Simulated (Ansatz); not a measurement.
Hf2SiN in space group P6_3/mmc (No. 194; Si on 2d, Hf on 4f, N on 2a) under volume change, PBE (plane waves, PAW; program Ansatz), shape and atoms relaxed at each volume.

| V (Å³/atom) | E − E(relaxed) (meV/atom) | P (GPa) |
|---|---|---|
| 13.610 | 77.6 | 19.99 |
| 14.059 | 32.7 | 12.29 |
| 14.507 | 7.8 | 5.69 |
| 14.956 | 0.0 | 0.01 |
| 15.405 | 7.0 | -4.85 |
| 15.854 | 26.5 | -9.00 |
| 16.302 | 56.8 | -12.53 |

What does a third-order Birch–Murnaghan fit give for V₀, B₀ and B′?

V₀ = 14.96 Å³/atom, B₀ = 174 GPa, B′ = 4.1.

The start of the workflow was typed in or built on a structure type; neither database checked (COD, Materials Project) lists it. Whether it is the stable phase at ambient conditions was not checked. The PBE relaxation kept the symmetry of its start; its stability against distortions is not shown here. The run is not spin-polarised. Spin–orbit coupling is left out wherever it is not named.

Potentials: the earlier of the program's two PAW sets.
